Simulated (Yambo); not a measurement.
# GaN: sweep of GW parameters

G0W0@PBEsol for GaN (wurtzite, space group P6_3mc, No. 186) in Yambo. Reference settings: 6×6×4 Γ-centred k mesh, 93 bands and a 8 Ry block in the screening, 93 bands in G with the Bruneval-Gonze terminator, plasmon pole fitted at 27.2 eV. The PBEsol gap Γ → Γ on this mesh is 1.91 eV; G0W0 gaps are taken between the same points.

| change from the reference | G0W0 gap Γ → Γ (eV) | shift of the valence edge (eV) | rough Yambo cost |
|---|---|---|---|
| reference settings | 2.45 | -0.15 | 1 |
| 39 bands in G | 2.47 | -0.14 | – |
| wavefunctions cut at 25 Ry | 2.48 | -0.12 | about 1/3 |
| no point-group symmetry | 2.44 | -0.14 | about 3× |
| 39 bands in G, no terminator | 2.19 | 0.64 | – |
| no terminator | 2.34 | 0.10 | – |

The reference isn't shown to be the converged limit. Costs are rough (shared machines), scaled to the same edge states, and given only for runs that recompute the screening.

Spin-orbit splittings are left out.

The standard potential for Ga keeps a d shell in the valence without the s and p states of that shell. In tests on such compounds this moved G0W0 gaps by up to about 0.9 eV, so absolute quasiparticle energies here are unreliable; differences between settings are what counts.

Geometry relaxed with PBEsol; primitive cell a = b = 3.1838 Å, c = 5.1867 Å, α = β = 90.00°, γ = 120.00°.

A shift is the quasiparticle energy of the state minus its PBEsol energy.
